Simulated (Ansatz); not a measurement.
# Tl (hcp, Mg type): scan of one atom of the cell

Relaxed Tl (hcp, Mg type):

```yaml
crystal:
  lattice:
    - [7.21499, 0.00000, 0.00000]
    - [-1.80375, 3.12418, 0.00000]
    - [0.00000, 0.00000, 5.57674]
  atoms:
    - { symbol: Tl, position: [0.16667, 0.66667, 0.75000] }
    - { symbol: Tl, position: [0.66667, 0.66667, 0.75000] }
    - { symbol: Tl, position: [0.33333, 0.33333, 0.25000] }
    - { symbol: Tl, position: [0.83333, 0.33333, 0.25000] }
```

Scan: atom 1 (Tl, nearest neighbour Tl at 3.480 Å; its periodic images, 3.6 Å or more away, move with it) is displaced along Cartesian z, direction (0.000, 0.000, 1.000) in Cartesian axes, by s. The other atoms stay.

Computed with PBE (plane waves to 420 eV, PAW, scalar-relativistic; Ansatz, an electronic-structure program). k mesh 6×12×7 (Γ-centred), Fermi-Dirac smearing 0.05 eV. E stands for the smeared free energy. Compression counts positive. With partly filled bands, energies and forces of such displacements shift with the k mesh and the smearing. F∥ is the force on the atom along that direction. F⊥ is the part of the force across the line. Spin-orbit coupling is left out, though Tl is heavy. The PAW data are Ansatz's earlier set. The relaxed volume of Tl is well above the measured one; the method has no dispersion term. Tl was relaxed with its symmetry unable to fall. ΔE is measured from the undisplaced structure.

| s (Å) | ΔE (meV/cell) | P (GPa) | F∥ (eV/Å) | |F⊥| (eV/Å) |
|---|---|---|---|---|
| -0.350 | 132 | 0.6 | 0.775 | 0.014 |
| -0.280 | 84 | 0.4 | 0.606 | 0.009 |
| -0.210 | 47 | 0.2 | 0.450 | 0.005 |
| -0.140 | 21 | 0.1 | 0.298 | 0.002 |
| -0.070 | 5 | 0.0 | 0.148 | 0.001 |
| 0.000 | 0 | 0.0 | 0.000 | 0.000 |
| 0.070 | 5 | 0.0 | -0.148 | 0.001 |
| 0.140 | 21 | 0.1 | -0.298 | 0.002 |
| 0.210 | 47 | 0.2 | -0.450 | 0.005 |
| 0.280 | 84 | 0.4 | -0.606 | 0.009 |
| 0.350 | 132 | 0.6 | -0.775 | 0.014 |

Derived quantities:

The energy at s = 0.350 Å comes out as 132 meV/cell and the force along the line at s = -0.350 Å is 0.775 eV/Å. The force constant k = d²E/ds² at s = 0 (finite differences) is 2.12 eV/Å². Symmetry of the curve: even: the same for both signs. Shape of the curve: a single well with its minimum at or next to zero displacement. Harmonic estimate at the end of the scan: ½ks² = 130 meV/cell against the computed 132 meV/cell, so the well is close to harmonic there.

(For displaced atoms, the force is minus the slope of the energy, and its curvature is a force constant, which sets phonon frequencies.)
